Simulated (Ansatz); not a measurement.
SrHg:
```
SrHg
1.0
    3.92009     0.00000     0.00000
    0.00000     3.92009     0.00000
    0.00000     0.00000     3.92009
Hg Sr
1 1
Cartesian
  0.00000   0.00000   0.00000
  1.96005   1.96005   1.96005
```

Relaxed with PBEsol. Special points in fractions of this cell's reciprocal vectors: Γ (0.000, 0.000, 0.000); X (0.000, 0.500, 0.000); M (0.500, 0.500, 0.000); R (0.500, 0.500, 0.500).

Task: List the band energies nearest the Fermi level at these points for PBEsol with spin–orbit coupling in the plane-wave PAW code Ansatz.

Result: In eV from the Fermi level; about four levels below and three above (degenerate sets whole), none deeper than 8.9 eV; points with the same levels are listed once.

```json
[
 {"k": "Γ", "below": "-6.49 -6.49 -6.49 -6.49 -6.25 -6.25", "above": "1.62 1.62 1.62 1.62"},
 {"k": "X", "below": "-4.63 -4.63 -2.61 -2.61", "above": "1.65 1.65 1.99 1.99"},
 {"k": "M", "below": "-4.21 -4.21 -0.32 -0.32", "above": "0.18 0.18 1.59 1.59"},
 {"k": "R", "below": "-0.76 -0.76 -0.76 -0.76", "above": "5.38 5.38 5.49 5.49 5.49 5.49"}
]
```

Space group Pm-3m (CsCl type). The workflow started from an entry of the Crystallography Open Database (COD). Whether it is the stable phase at ambient conditions was not checked. The cell was relaxed with PBEsol under the symmetry of its start; its stability against distortions is not shown here.

Potentials: the later of the program's two PAW sets.
